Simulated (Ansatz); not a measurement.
**VClO, several self-consistent solutions**

```xyz
6
Lattice="3.3000 0.0000 0.0000 0.0000 3.7800 0.0000 0.0000 0.0000 7.9100" Properties=species:S:1:pos:R:3 pbc="T T T"
V     0.0000    1.8900    0.9081
V     1.6500    0.0000    7.0019
Cl    1.6500    1.8900    2.5937
Cl    0.0000    0.0000    5.3163
O     1.6500    1.8900    7.5477
O     0.0000    0.0000    0.3623
```

Computed with plane-wave PAW DFT (Ansatz 0.2.0): r2SCAN with U_eff = 1.0 eV on V d (all-electron-ortho-atomic projectors), 500 eV cutoff, 7×7×3 Γ-centred mesh, fermi-dirac occupations of width 0.050 eV. The atoms are fixed and numbered as listed; spin is collinear, without spin-orbit coupling.

The cycle has several fixed points for this cell. Moments (μB):

```csv
state,V1,V2,other atoms together,size of the net moment a cell
A,1.51,-1.51,0.00,0.00
B,1.54,1.54,0.02,4.00
C,0.00,0.00,0.00,0.00
```

Site moments are taken in small spheres that don't touch (radius about 0.4 of the atom's shortest bond), so those of the magnetic atoms read low, and they needn't add up to the net moment. State C was run without spin polarisation.

Which state has the lowest energy at zero smearing, and how far up are the others?

State B (parallel moments) is lowest; A (antiparallel, compensated) lies 4.4 meV above it, C (without moments) lies 550 meV above it, all counted an atom of the cell.

Which states have a gap on the mesh, and what pressure does each exert on this cell?

A: gap 1.06 eV, 2.1 GPa; B: gap 1.00 eV, 2.1 GPa; C: no gap, -2.8 GPa (positive in compression). Moments take up room: without them the pressure is lower, so that state wants a smaller cell.

What do states B and A say about the exchange?

Between B and A the moments keep their size (1.54 against 1.51 μB in the mean), so the difference mostly measures the exchange between the flipped sites: the parallel order gains 13 meV for each V atom. The nearest flipped pair stands 3.10 Å apart. Flipped pairs are linked through O; the widest V–O–V angle among the nearer links is 100°, at 3.10 Å between the metal atoms. Links near a right angle give weak superexchange that is often ferromagnetic, which fits.

How much does the cell gain by forming moments?

550 meV an atom of the cell, or 1651 meV for each V atom, against state C, which has none. A run without spin would miss this and give wrong energies and forces. That state isn't the paramagnet, which keeps its moments, so this is no ordering energy, and a U raises it further by its penalty on part-filled orbitals.

The cell is that of a Crystallography Open Database entry, unchanged.

Caveats: only orders that fit this cell and collinear spins were tried, so the true order may need a larger cell or canted moments; atoms and cell are not relaxed, and each state would relax in its own way; the U is a value in common use, not computed for this crystal; the k mesh is coarse, so differences of a few meV are uncertain where a state is a metal; one start a pattern, so a lower state of the same pattern may exist.
